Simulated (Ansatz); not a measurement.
TaN:
```xyz
2
Lattice="0.0000 2.1874 2.1874 2.1874 0.0000 2.1874 2.1874 2.1874 0.0000" Properties=species:S:1:pos:R:3 pbc="T T T"
Ta     2.1874     2.1874     2.1874
N      0.0000     0.0000     0.0000
```

Relaxed with PBEsol. Special points in fractions of this cell's reciprocal vectors: Γ (0.000, 0.000, 0.000); X (0.500, 0.000, 0.500); U (0.625, 0.250, 0.625); K (0.375, 0.375, 0.750); L (0.500, 0.500, 0.500); W (0.500, 0.250, 0.750).

### Question
List the band energies nearest the Fermi level at these points for PBEsol (plane waves, PAW; program Ansatz).

### Answer
In eV from the Fermi level; about four levels below and three above (degenerate sets whole), none deeper than 8.9 eV; … stands for higher levels left out; points with the same levels are listed once.

```tsv
k	below	above
Γ	-3.85 -3.85 -3.85 -2.15 -2.15 -2.15	0.05 0.05 …
X	-6.65 -5.59 -4.65 -4.65	2.17 3.68 3.68
U	-7.78 -6.84 -6.25 -2.28	2.55 2.65 4.75
L	-7.69 -7.69	1.98 1.98 2.07
W	-6.83 -6.83 -0.19 -0.19	3.70 4.23 4.63
```

Space group Fm-3m (rock salt). This is a known high-temperature phase of the composition, computed here at zero pressure and temperature. The cell was relaxed with PBEsol under the symmetry of its start; its stability against distortions is not shown here. The run is not spin-polarised. Spin–orbit coupling is left out wherever it is not named.

Potentials: the earlier of the program's two PAW sets. The files were generated under PBE; for other functionals the program regenerates the frozen cores, and for LDA and PBEsol the local potential too.
